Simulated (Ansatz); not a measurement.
The start is a randomly generated symmetric cell of TaSi2 (space group No. 123). Cell shape, volume and atoms are optimised at zero target pressure with PBE (plane waves to 420 eV, PAW, scalar-relativistic; Ansatz, an electronic-structure program). First-step values are on the input's coarse k-mesh.

Ansatz input (later rounds restart from its end on a renewed k-mesh):
Ansatz 0.2 input:
```yaml
crystal:
  lattice:
    - [3.3723826, 0, 0]
    - [0, 3.3723826, 0]
    - [0, 0, 3.9700185]
  atoms:
    - { symbol: Si, position: [0, 0, 0.5] }
    - { symbol: Si, position: [0, 0, 0] }
    - { symbol: Ta, position: [0.5, 0.5, 0] }
basis: { ecutwfc: 420, ecutrho_ratio: 4, xc_grid: 2, fft_grid_basis: typed }
kpoints: { mp_grid: { grid: [7, 7, 6] } }
hamiltonian:
  xc: pbe
  dispersion: none
  pseudopotentials: { kind: paw }
scf: { occupations: { method: fermi_dirac, width: 0.05 } }
relax: { f_tol: 0.01, max_steps: 100, cell: { stress_tol: 0.02 } }
output: { forces: true, stress: true }
```

What pressure does the first self-consistent step give?

+43 GPa (positive: the cell is compressed).

By how much does the energy per atom fall from start to end?

0.61 to 0.62 eV/atom (the two k-meshes of the run give this range).

How does the volume per atom move from start to end?

+29.1 %, from 15.05 to 19.43 Å³/atom.

How do the shortest distances between atoms change?

The closest pairs of elements (up to four, under 3.6 Å), start → end: Si–Si 1.99 → 2.34 Å; Si–Ta 2.38 → 2.49 Å; Ta–Ta 3.37 → 3.53 Å.

Is the relaxed structure metallic? Give its gap.

Zero (metallic).

Write out the relaxed structure.


Space group P4/mmm (No. 123); a = 3.5279 Å, b = 3.5279 Å, c = 4.6832 Å, α = 90.00°, β = 90.00°, γ = 90.00°

```csv
atom,site,symmetry,x,y,z
Si,1b,4/mmm,0.0000,0.0000,0.5000
Si,1a,4/mmm,0.0000,0.0000,0.0000
Ta,1c,4/mmm,0.5000,0.5000,0.0000
```

The space group stays P4/mmm (No. 123) (the run could not lower it), with 3 atoms in the primitive cell. Final values are on a 13×13×10 k-mesh of the relaxed cell. No spin polarisation in the result. The relaxed primitive cell holds an odd number of electrons. A magnetic state may lie lower.

The run could not lower the symmetry of its start; a shaken copy of this end point relaxes with PBE to Pmmm (No. 47), 0.87 eV/atom lower.

The relaxed structure here is a generated cell of TaSi2: the first start was made by a random draw of sites in a space group, and the end was not matched to a known phase here, so it may be hypothetical. Known forms of TaSi2 include space group No. 181.
